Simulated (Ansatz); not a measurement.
# Computed properties of SiC

SiC:
```cif
data_CSi
_chemical_formula_sum 'Si1 C1'
_space_group_name_H-M_alt 'P 1'
_space_group_IT_number 1
_cell_length_a 2.64040
_cell_length_b 2.64040
_cell_length_c 2.64040
_cell_angle_alpha 90.000
_cell_angle_beta 90.000
_cell_angle_gamma 90.000
loop_
_space_group_symop_operation_xyz
  'x, y, z'
loop_
_atom_site_label
_atom_site_type_symbol
_atom_site_fract_x
_atom_site_fract_y
_atom_site_fract_z
_atom_site_occupancy
Si1 Si 0.00000 0.00000 0.00000 1
C1 C 0.50000 0.50000 0.50000 1
```

Space group Pm-3m (No. 221), CsCl type; conventional cell a = b = c = 2.6404 Å, α = β = γ = 90.00°.

Method: plane-wave PAW PBE (Ansatz code). Structure relaxed to zero pressure with the same functional. Other levels are named where they apply.

### Cell and energy

```json
{
 "volume_per_atom": "9.20 Å³",
 "density": "3.62 g/cm³",
 "Formation energy from the elements (no fitted shifts)": "1.87 eV/atom"
}
```

### Electronic structure

```json
{
  "electronic_character": "metallic (no gap)",
  "Density of states at the Fermi level": "0.41 states/eV per atom (mean over ±0.08 eV)"
}
```

### Mechanics

```json
{
 "Bulk modulus (Birch–Murnaghan fit)": "166 GPa",
 "Pressure derivative B′": "5.1"
}
```

The cell is a constructed one: a structure type filled with these elements; neither database checked (COD, Materials Project) lists it. It is not the phase usual at ambient conditions (space group No. 186, 216). Symmetry was held in the PBE relaxation; its stability against distortions is not shown here. The references are the lowest solids computed at this level, not always the standard phases.

Potentials: the later of the program's two PAW sets.
